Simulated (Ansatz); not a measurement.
Input and command of a plane-wave DFT calculation in Ansatz:

```yaml
crystal:
  lattice:
    - [-1.9302913972, 1.9302913972, 4.3118197443]
    - [1.9302913972, -1.9302913972, 4.3118197443]
    - [1.9302913972, 1.9302913972, -4.3118197443]
  atoms:
    - { symbol: Sc, position: [0.5, 0.5, 0.0] }
    - { symbol: Sc, position: [0.25, 0.75, 0.5] }
    - { symbol: Sc, position: [0.75, 0.25, 0.5] }
    - { symbol: H, position: [0.0, 0.0, 0.0] }
basis:
  ecutwfc: 420
kpoints:
  mp_grid: { grid: [6, 6, 6] }
hamiltonian:
  xc: pbe
scf:
  occupations: { method: gaussian, width: 0.1 }
  lower_state_search: "off"
output:
  forces: true
  stress: true
  eigenvalues: true
relax:
  adjacent_minimum: "off"
  f_tol: 0.04
  max_steps: 70
  cell: { stress_tol: 0.4 }
```

```bash
ansatz run input.yaml --threads 1 --pin off --max-ram 2560MiB --backend cpu --events-out ev --progress --plain --runs-dir out
```

Processor: Intel(R) Xeon(R) 6975P-C (Granite Rapids), 1 thread, on a host shared with other jobs.

Estimate time, memory and problem size.

About 8.8 s on 1 thread of Intel(R) Xeon(R) 6975P-C (Granite Rapids), with other jobs on the host, peak memory 0.42 GiB. It solves 21 bands at 30 k points (the mesh reduced by the symmetry that the task leaves, which can be less than the crystal's) with about 1637 plane waves (on the last cell), in 36 SCF iterations over 6 ionic steps.
